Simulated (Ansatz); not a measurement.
Input for Ansatz (plane-wave DFT), CaMn₂Bi₂:

```yaml
crystal:
  lattice:
    - [4.6263818529, 0.0, 0.0]
    - [-2.3131909265, 4.0065642122, 0.0]
    - [0.0, 0.0, 7.728792]
  atoms:
    - { symbol: Ca, position: [0.0, 0.0, 0.0] }
    - { symbol: Mn, position: [0.6666666667, 0.3333333333, 0.620735], spin: 4.58 }
    - { symbol: Mn, position: [0.3333333333, 0.6666666667, 0.379265], spin: 4.58 }
    - { symbol: Bi, position: [0.6666666667, 0.3333333333, 0.248809] }
    - { symbol: Bi, position: [0.3333333333, 0.6666666667, 0.751191] }
basis:
  ecutwfc: "23 Ha"
kpoints:
  mp_grid: { kspacing: 1.3 }
hamiltonian:
  xc: pbe
scf:
  occupations: { method: gaussian, width: 0.1 }
  lower_state_search: "off"
output:
  forces: true
  stress: true
  eigenvalues: true
  populations: true
magnetization:
  spin_polarized: true
accuracy: low
```

Command:

```bash
ansatz run input.yaml --threads 1 --pin off --max-ram 1331MiB --backend cpu --events-out ev --progress --plain --runs-dir out
```

From the log (HF is the Harris–Foulkes energy, dr2 the density residual in eV):

```text
Pseudopotential: Ca, paw, valence charge 10, recommended cutoff 420 eV (normal)
Pseudopotential: Mn, paw, valence charge 15, recommended cutoff 420 eV (normal)
Pseudopotential: Bi, paw, valence charge 15, recommended cutoff 420 eV (normal)
Crystal: 5 atoms, lattice volume = 143.260 Å³
Basis set: ecut = 625.8618 eV, 5155 PW (Γ), exchange–correlation on 80×80×128 points (8 copies of the dense FFT grid, shifted against one another)
Bands: 48, of which v1, the nominal top of the filled ones, is band 35 counted from 1 (34 counted from 0)
Symmetry: 12 space group operations
Space group: P-3m1 (ITA 164), of the structure as read, at distance tolerance 5.2e-5 Å
k-points: 2 of 4
Initial density: superposition of atomic densities
Starting moments: Σ|m| = 9.16 μB on 2 of 5 sites
SCF iter   1: HF=-34409.503978 eV  Δρ=7.77e-2 (↑2.75e-2 ↓7.77e-2) dr2=1.66e1  dr2_m=1.18e0  M=6.674 μB ∫|m|=7.711 μB
spin=Collinear: Kerker preconditioning applied to the charge; magnetization (m = ρ↑ − ρ↓) channel mixes plain (no charge-response kernel on spin).
SCF iter   2: HF=-34407.971132 eV  Δρ=2.48e-2 (↑2.48e-2 ↓1.57e-2) dr2=5.86e0  dr2_m=1.10e-1  M=8.500 μB ∫|m|=9.097 μB
spin=Collinear: Resta preconditioning applied to the charge; magnetization (m = ρ↑ − ρ↓) channel mixes plain (no charge-response kernel on spin).
SCF iter   3: HF=-34407.335886 eV  Δρ=1.27e-2 (↑1.15e-2 ↓1.27e-2) dr2=1.24e0  dr2_m=7.83e-2  M=8.499 μB ∫|m|=8.907 μB
SCF iter   4: HF=-34407.193227 eV  Δρ=1.03e-2 (↑7.83e-3 ↓1.03e-2) dr2=4.52e-1  dr2_m=5.34e-2  M=8.496 μB ∫|m|=8.855 μB
   ...
SCF iter  10: HF=-34407.143144 eV  Δρ=4.89e-5 (↑3.47e-5 ↓4.89e-5) dr2=1.36e-5  dr2_m=1.32e-7  M=8.499 μB ∫|m|=8.835 μB
SCF iter  11: HF=-34407.143146 eV  Δρ=1.32e-5 (↑1.32e-5 ↓1.26e-5) dr2=9.59e-7  dr2_m=5.50e-9  M=8.499 μB ∫|m|=8.835 μB
SCF iter  12: F=-34407.143146 eV  HF=-34407.143146 eV  Δρ=2.48e-6 (↑2.48e-6 ↓2.15e-6) dr2=3.78e-8  dr2_m=4.12e-10  M=8.499 μB ∫|m|=8.835 μB
SCF 1 converged in 12 iterations: F = -34407.143146 eV  dr2 = 3.78e-8
SCF converged after 12 iterations
Magnetization: 8.4990 μB (39.2495 up, 30.7505 down)
Absolute magnetization: 8.8434 μB (∫|ρ↑−ρ↓|, with the PAW one-centre terms)
Per-site moments (μB) at R_I (Å): [(0.0740, 1.3576), (4.0395, 1.1776), (4.0395, 1.1776), (-0.0397, 1.1776), (-0.0397, 1.1776)]
Free energy (F): -34407.143146 eV
E sigma→0 (E₀):  -34407.142990 eV
Entropy (-TS):   -0.000313 eV (-0.063 meV/atom)
Fermi energy:    9.246409 eV
--- Forces (eV/Å), atoms counted from 1 ---
  atom   1  Ca    -0.00000000    -0.00000000     0.00000000
  atom   2  Mn     0.00000000    -0.00000000    -0.16699159
  atom   3  Mn     0.00000000     0.00000000     0.16699159
  atom   4  Bi     0.00000000    -0.00000000     0.05568444
  atom   5  Bi     0.00000000     0.00000000    -0.05568444
--- Stress (GPa, compression-positive) ---
       -0.650926       0.000000       0.000000
        0.000000      -0.650926       0.000000
        0.000000       0.000000      -5.445236
  P = ⅓ Tr σ = -2.2490 GPa (-22.490 kbar)
```

These settings were drawn at random to show what each does; none of the numbers is a converged property of the crystal.